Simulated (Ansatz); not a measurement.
Relaxed-ion elastic tensor of ScF3 in space group R-3c (No. 167; Sc on 6b, F on 18e) in GPa (Voigt order), r²SCAN in the plane-wave PAW code Ansatz; density 2.66 g/cm³, 15.94 Å³ per atom.

```json
[
 {"": "1", "1": "39.9", "2": "-26.9", "3": "7.0", "4": "-14.1", "5": "0.0", "6": "0.0"},
 {"": "2", "1": "-26.9", "2": "39.9", "3": "7.0", "4": "14.1", "5": "0.0", "6": "0.0"},
 {"": "3", "1": "7.0", "2": "7.0", "3": "60.1", "4": "0.0", "5": "0.0", "6": "0.0"},
 {"": "4", "1": "-14.1", "2": "14.1", "3": "0.0", "4": "25.6", "5": "0.0", "6": "0.0"},
 {"": "5", "1": "0.0", "2": "0.0", "3": "0.0", "4": "0.0", "5": "25.6", "6": "-14.1"},
 {"": "6", "1": "0.0", "2": "0.0", "3": "0.0", "4": "0.0", "5": "-14.1", "6": "33.4"}
]
```

### Question
Is the crystal mechanically stable?

### Answer
Yes: the smallest eigenvalue of C is 11.0 GPa.

### Question
Work out the Voigt, Reuss and Hill averages.

### Answer
K_V = 12.7, K_R = 6.5, K_H = 9.6; G_V = 27.1, G_R = 17.2, G_H = 22.2 GPa.

### Question
Give Young's modulus, Poisson's ratio, Pugh's ratio and the universal anisotropy index.

### Answer
E = 9KG/(3K + G) = 37.5 GPa; ν = -0.15; K/G = 0.43 (brittle by the Pugh limit of 1.75); A_U = 5G_V/G_R + K_V/K_R − 6 = 3.85.

### Question
Estimate the sound speeds and the Debye temperature.

### Answer
v_l = √((K + 4G/3)/ρ) = 3840 m/s, v_t = √(G/ρ) = 2890 m/s, mean 3100 m/s; Θ = (h/k)(3n/4πV)^(1/3) v_m = 367 K.

### Question
How much does each axis shrink under pressure?

### Answer
Linear compressibilities β_i = Σ_j S_ij (j = 1 to 3): x 78, y 78, z -1.5 per TPa.

The workflow started from a Materials Project entry (that database holds measured and hypothetical structures alike); the Crystallography Open Database copy checked does not list it. COD files the formula under space group No. 155, 191, 194, 221, so this cell is another polymorph or a model. Whether it is the stable phase at ambient conditions was not checked. The r²SCAN relaxation kept the symmetry of its start; phonons on a q-mesh show no instability. The run is not spin-polarised.

Potentials: the later of the program's two PAW sets.
